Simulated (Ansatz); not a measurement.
ZnAg3:
```cif
data_Ag6Zn2
_chemical_formula_sum 'Zn2 Ag6'
_space_group_name_H-M_alt 'P 1'
_space_group_IT_number 1
_cell_length_a 5.71244
_cell_length_b 5.71244
_cell_length_c 4.65707
_cell_angle_alpha 90.000
_cell_angle_beta 90.000
_cell_angle_gamma 120.000
loop_
_space_group_symop_operation_xyz
  'x, y, z'
loop_
_atom_site_label
_atom_site_type_symbol
_atom_site_fract_x
_atom_site_fract_y
_atom_site_fract_z
_atom_site_occupancy
Zn1 Zn 0.33333 0.66667 0.75000 1
Zn2 Zn 0.66667 0.33333 0.25000 1
Ag1 Ag 0.16859 0.33719 0.25000 1
Ag2 Ag 0.83141 0.66281 0.75000 1
Ag3 Ag 0.83141 0.16859 0.75000 1
Ag4 Ag 0.16859 0.83141 0.25000 1
Ag5 Ag 0.66281 0.83141 0.25000 1
Ag6 Ag 0.33719 0.16859 0.75000 1
```

Relaxed with r²SCAN.

Problem. Which orbitals make up the states near the Fermi level in the program Ansatz at the r²SCAN level (PAW)?

Solution. Within 0.5 eV of the Fermi level: Ag 5s 35 %, Ag 4d 11 %, Zn 4s 11 %, outside the projected shells 42 %. Projections are on Löwdin-orthogonalised atomic valence shells; empty p or d shells of many metals are not among them.

Problem. Tabulate the density of states.

Solution. States/eV per cell of 8 atoms, in 0.25 eV bins, energy from the Fermi level.

| E (eV) | total | Ag 4d | Zn 3d | Ag 5s |
|---|---|---|---|---|
| -7.85 | 50.44 | 4.09 | 44.07 | 1.67 |
| -7.60 | 31.16 | 1.51 | 28.55 | 0.66 |
| -7.35 | 3.56 | 1.59 | 0.46 | 0.69 |
| -7.10 | 5.41 | 2.77 | 0.35 | 0.85 |
| -6.85 | 3.65 | 2.21 | 0.19 | 0.43 |
| -6.60 | 6.09 | 4.79 | 0.23 | 0.92 |
| -6.35 | 12.63 | 10.33 | 0.60 | 1.47 |
| -6.10 | 23.20 | 20.31 | 1.29 | 1.30 |
| -5.85 | 27.05 | 24.42 | 1.10 | 1.15 |
| -5.60 | 21.81 | 19.83 | 0.70 | 0.95 |
| -5.35 | 16.06 | 14.99 | 0.25 | 0.56 |
| -5.10 | 16.69 | 15.63 | 0.19 | 0.54 |
| -4.85 | 21.06 | 19.82 | 0.26 | 0.62 |
| -4.60 | 20.47 | 19.41 | 0.44 | 0.41 |
| -4.35 | 20.41 | 19.63 | 0.30 | 0.33 |
| -4.10 | 24.63 | 23.80 | 0.22 | 0.38 |
| -3.85 | 11.13 | 10.32 | 0.05 | 0.47 |
| -3.60 | 13.79 | 12.91 | 0.03 | 0.49 |
| -3.35 | 3.31 | 2.48 | 0.02 | 0.46 |
| -3.10 | 1.15 | 0.57 | 0.01 | 0.36 |
| -2.85 | 1.85 | 0.80 | 0.02 | 0.74 |
| -2.60 | 2.05 | 0.76 | 0.02 | 0.87 |
| -2.35 | 2.09 | 0.66 | 0.02 | 0.90 |
| -2.10 | 2.00 | 0.55 | 0.02 | 0.87 |
| -1.85 | 1.73 | 0.41 | 0.01 | 0.79 |
| -1.60 | 1.73 | 0.36 | 0.01 | 0.80 |
| -1.35 | 1.63 | 0.30 | 0.01 | 0.74 |
| -1.10 | 1.96 | 0.35 | 0.01 | 0.88 |
| -0.85 | 2.45 | 0.42 | 0.01 | 1.08 |
| -0.60 | 2.30 | 0.33 | 0.01 | 0.94 |
| -0.35 | 2.38 | 0.30 | 0.01 | 0.93 |
| -0.10 | 1.90 | 0.22 | 0.01 | 0.72 |
| 0.15 | 2.00 | 0.19 | 0.01 | 0.64 |
| 0.40 | 2.16 | 0.20 | 0.01 | 0.68 |
| 0.65 | 2.14 | 0.18 | 0.01 | 0.66 |
| 0.90 | 2.33 | 0.19 | 0.01 | 0.73 |
| 1.15 | 2.08 | 0.15 | 0.01 | 0.62 |
| 1.40 | 2.03 | 0.13 | 0.01 | 0.56 |
| 1.65 | 1.89 | 0.11 | 0.00 | 0.48 |
| 1.90 | 1.76 | 0.09 | 0.00 | 0.43 |
| 2.15 | 1.68 | 0.08 | 0.00 | 0.40 |
| 2.40 | 1.63 | 0.07 | 0.00 | 0.41 |
| 2.65 | 1.66 | 0.07 | 0.00 | 0.41 |
| 2.90 | 1.42 | 0.06 | 0.00 | 0.31 |
| 3.15 | 1.53 | 0.07 | 0.00 | 0.39 |
| 3.40 | 1.90 | 0.08 | 0.00 | 0.52 |
| 3.65 | 1.97 | 0.08 | 0.00 | 0.59 |
| 3.90 | 2.05 | 0.08 | 0.00 | 0.63 |
| 4.15 | 2.81 | 0.10 | 0.01 | 0.93 |
| 4.40 | 2.89 | 0.09 | 0.01 | 0.97 |
| 4.65 | 2.94 | 0.08 | 0.01 | 1.04 |

Space group P6_3/mmc. The first step of the workflow began from a Materials Project structure, measured or hypothetical; the Crystallography Open Database copy checked does not list it. With Zn and Ag taken as one species the cell has the higher symmetry P6_3/mmc, so it may be an ordered model of a mixed-site phase. Its standing as an ambient phase is unchecked. Symmetry was held in the r²SCAN relaxation; whether a distortion lowers the energy is not shown. No spin polarisation was allowed. Scalar-relativistic: spin–orbit coupling is off unless named, which matters more the heavier the elements.

Potentials: the later of the program's two PAW sets.
